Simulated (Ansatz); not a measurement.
Recipe of this trial structure of HfTe2W2: random cell by space group and Wyckoff sites (P-3m1, No. 164). Its size is a rough estimate.

```cif
data_structure
_symmetry_space_group_name_H-M 'P 1'
_symmetry_Int_Tables_number 1
_cell_length_a 4.1394
_cell_length_b 4.1394
_cell_length_c 8.1790
_cell_angle_alpha 90.000
_cell_angle_beta 90.000
_cell_angle_gamma 120.000
_cell_volume 121.37
loop_
_atom_site_label
_atom_site_type_symbol
_atom_site_fract_x
_atom_site_fract_y
_atom_site_fract_z
_atom_site_occupancy
Hf1 Hf 0.00000 0.00000 0.50000 1
Te1 Te 0.00000 0.00000 0.84530 1
Te2 Te 0.00000 0.00000 0.15470 1
W1 W 0.33333 0.66667 0.34213 1
W2 W 0.66667 0.33333 0.65787 1
```

Level of theory: Ansatz, DFT PBE, scalar-relativistic, plane waves, PAW. Cutoff 420 eV, Gaussian smearing, Γ-centred meshes. Cell and atoms relax first on a coarse mesh and then on a finer one. In between, the cell is made exact in the group found at 0.06 Å. In metals the finer mesh still leaves noise of several meV/atom or more. The steps can't lower the symmetry of their start. No spin polarisation.

A guess keeps its type if space group and coordination stay and the shape of the cell changes little (axis ratios within about 15 %, angles within 6°); the volume may change.

Problem. Will the relaxed cell still be of the starting type?

Solution. It doesn't keep its type. The symmetry stays P-3m1 (No. 164). The volume per atom grows by 3.2 %, from 24.3 to 25.0 Å³. The shortest distance goes from 2.53 Å (Te–Te) to 2.73 Å (Te–W). The ratio c/a of the conventional cell changes by a factor of 2.07. Counting neighbours within 15 % of an atom's shortest distance, the start has Hf 8, Te 5, W 6 and the end Hf 12, Te 3, W 6. In detail, at the end around Hf lie 6 W at 2.97 Å and 6 Hf at 3.28 Å; Te has 3 W at 2.73 Å and 6 Te at 3.28 Å; W is surrounded by 3 Te at 2.73 Å, 3 Hf at 2.97 Å and 6 W at 3.28 Å.

```
CELL_PARAMETERS angstrom
3.28044 0.00000 0.00000
-1.64022 2.84095 0.00000
0.00000 0.00000 13.43916
ATOMIC_POSITIONS crystal
Hf 0.00000 0.00000 0.50000
Te 0.00000 0.00000 0.81619
Te 0.00000 0.00000 0.18381
W 0.33333 0.66667 0.32970
W 0.66667 0.33333 0.67030
```

Energies over the elements count from the elements' standard structures at the same level, with no fitted energy shifts.

Problem. At what energy does it end?

Solution. +0.27 eV/atom. A positive value: parting into the elements would lower its energy.

The last run used a 12×12×4 mesh (in the run's order of axes) for its 5-atom cell and Gaussian smearing of 0.10 eV. Weakly bound directions are ill-defined at this level, which has no dispersion term. These runs have no spin–orbit coupling, which can matter for Hf, Te and W. The reference form of Te is held partly by dispersion forces, which this level lacks. Symmetry constrained the relaxation, so the result can be a saddle point.
